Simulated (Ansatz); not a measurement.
BiAs: relaxation of cell and atoms

These are results of DFT, PBE, PAW with Ansatz's default frozen-core files, scalar-relativistic in Ansatz 0.2.0, not measurements.

Command: `ansatz run input.yaml --threads 1 --pin off --max-ram 3072MiB --backend cpu --events-out ev --progress --plain --runs-dir out` The run took about 330 s on 1 thread of a shared machine.

```yaml
crystal:
  lattice:
    - [4.5558582445, 0.0, 0.0]
    - [-2.2779291223, 3.9454889758, 0.0]
    - [0.0, 0.0, 7.4260489385]
  atoms:
    - { symbol: As, position: [0.3333333333, 0.6666666667, 0.0] }
    - { symbol: As, position: [0.6666666667, 0.3333333333, 0.5] }
    - { symbol: Bi, position: [0.3333333333, 0.6666666667, 0.376] }
    - { symbol: Bi, position: [0.6666666667, 0.3333333333, 0.876] }
kpoints:
  mp_grid: { grid: [10, 10, 6] }
scf:
  occupations: { method: fermi_dirac, width: 0.08 }
hamiltonian:
  xc: pbe
  pseudopotentials: { kind: paw }
output:
  forces: true
  stress: true
  write_density: true
  write_potential: true
  elf: true
  volumetric_format: npy
relax:
  f_tol: 0.005
  max_steps: 80
  cell: {}
```

No spin–orbit coupling, which matters for the heavy atoms here.

The cell is built from the wurtzite type as a first guess.

The cutoff is 420 eV; energies and pressures of the walk include the program's estimate of the Pulay term.

Each frame lists the cell vectors (Å), then Cartesian positions (Å) and forces (eV/Å). Free energies count from the first step, -34504.6309 eV.

The walk took 12 evaluations in all; steps that aren't listed are left out.

Step 1: E = 0.0 meV, P = 6.05 GPa

```
cell 4.5559 0.0000 0.0000 -2.2779 3.9455 0.0000 0.0000 0.0000 7.4260
As    0.0000    2.6303    0.0000     0.000   0.000   0.147
As    2.2779    1.3152    3.7130     0.000   0.000   0.147
Bi    0.0000    2.6303    2.7922     0.000   0.000  -0.147
Bi    2.2779    1.3152    6.5052     0.000   0.000  -0.147
```

Step 2: E = -287.3 meV, P = -0.55 GPa

```
cell 4.7794 0.0000 0.0000 -2.3897 4.1390 0.0000 0.0000 0.0000 7.7005
As    0.0000    2.7594    0.0128     0.000   0.000  -0.071
As    2.3897    1.3797    3.8630     0.000   0.000  -0.071
Bi    0.0000    2.7594    2.8826     0.000   0.000   0.071
Bi    2.3897    1.3797    6.7329     0.000   0.000   0.071
```

Step 3: E = -308.3 meV, P = -0.19 GPa

```
cell 4.8002 0.0000 0.0000 -2.4001 4.1571 0.0000 0.0000 0.0000 7.5531
As    0.0000    2.7714   -0.0124     0.000   0.000   0.009
As    2.4001    1.3857    3.7642     0.000   0.000   0.009
Bi    0.0000    2.7714    2.8523     0.000   0.000  -0.009
Bi    2.4001    1.3857    6.6288     0.000   0.000  -0.009
```

Step 4:

```
cell 4.8826 0.0000 0.0000 -2.4413 4.2284 0.0000 0.0000 0.0000 7.1891
As    0.0000    2.8190   -0.0636
As    2.4413    1.4095    3.5309
Bi    0.0000    2.8190    2.7667
Bi    2.4413    1.4095    6.3613
```

Step 5: E = -420.3 meV, P = -0.03 GPa

```
cell 4.9749 0.0000 0.0000 -2.4875 4.3084 0.0000 0.0000 0.0000 6.8267
As    0.0000    2.8723   -0.1125     0.000   0.000  -0.104
As    2.4875    1.4361    3.3009     0.000   0.000  -0.104
Bi    0.0000    2.8723    2.6793     0.000   0.000   0.104
Bi    2.4875    1.4361    6.0927     0.000   0.000   0.104
```

Step 6: E = -434.2 meV, P = -0.27 GPa

```
cell 5.0682 0.0000 0.0000 -2.5341 4.3892 0.0000 0.0000 0.0000 6.4646
As    0.0000    2.9261   -0.1643     0.000   0.000  -0.195
As    2.5341    1.4631    3.0679     0.000   0.000  -0.195
Bi    0.0000    2.9261    2.5950     0.000   0.000   0.195
Bi    2.5341    1.4631    5.8273     0.000   0.000   0.195
```

Step 7: E = -445.2 meV, P = 0.49 GPa

```
cell 5.0127 0.0000 0.0000 -2.5063 4.3411 0.0000 0.0000 0.0000 6.4515
As    0.0000    2.8941   -0.1851     0.000   0.000   0.003
As    2.5063    1.4470    3.0407     0.000   0.000   0.003
Bi    0.0000    2.8941    2.6108     0.000   0.000  -0.003
Bi    2.5063    1.4470    5.8366     0.000   0.000  -0.003
```

Step 8: E = -447.8 meV, P = 0.05 GPa

```
cell 5.0269 0.0000 0.0000 -2.5135 4.3534 0.0000 0.0000 0.0000 6.5006
As    0.0000    2.9023   -0.1761     0.000   0.000  -0.009
As    2.5135    1.4511    3.0742     0.000   0.000  -0.009
Bi    0.0000    2.9023    2.6203     0.000   0.000   0.008
Bi    2.5135    1.4511    5.8707     0.000   0.000   0.008
```

Step 9: E = -447.8 meV, P = 0.00 GPa

```
cell 5.0287 0.0000 0.0000 -2.5144 4.3550 0.0000 0.0000 0.0000 6.5024
As    0.0000    2.9034   -0.1768     0.000   0.000   0.000
As    2.5144    1.4517    3.0744     0.000   0.000   0.000
Bi    0.0000    2.9034    2.6218     0.000   0.000   0.000
Bi    2.5144    1.4517    5.8730     0.000   0.000   0.000
```

Step 10: E = -453.4 meV, P = 0.08 GPa (the cell of the step before, solved again on a basis chosen afresh, hence the jump)

```
cell 5.0287 0.0000 0.0000 -2.5144 4.3550 0.0000 0.0000 0.0000 6.5024
As    0.0000    2.9034   -0.1768     0.000   0.000   0.001
As    2.5144    1.4517    3.0744     0.000   0.000   0.001
Bi    0.0000    2.9034    2.6218     0.000   0.000  -0.001
Bi    2.5144    1.4517    5.8730     0.000   0.000  -0.001
```

**Question.** Give the energy and forces of step 4.

**Answer.** E = -362.9 meV, P = 0.08 GPa
```
As    0.0000    2.8190   -0.0636     0.000   0.000  -0.001
As    2.4413    1.4095    3.5309     0.000   0.000  -0.001
Bi    0.0000    2.8190    2.7667     0.000   0.000   0.001
Bi    2.4413    1.4095    6.3613     0.000   0.000   0.001
```

**Question.** How does the relaxation end?

**Answer.** It converges, with a = 5.034 Å, b = 5.034 Å, c = 6.496 Å, α = 90.00°, β = 90.00°, γ = 120.00° (conventional cell, space group P6_3mc). The last solve (on a basis chosen afresh for the final cell, so its energy is not quite comparable) gives E = -453.5 meV, P = 0.01 GPa:
```
cell 5.0343 0.0000 0.0000 -2.5171 4.3598 0.0000 0.0000 0.0000 6.4957
As    0.0000    2.9065   -0.1781     0.000   0.000   0.000
As    2.5171    1.4533    3.0698     0.000   0.000   0.000
Bi    0.0000    2.9065    2.6204     0.000   0.000   0.000
Bi    2.5171    1.4533    5.8683     0.000   0.000   0.000
```
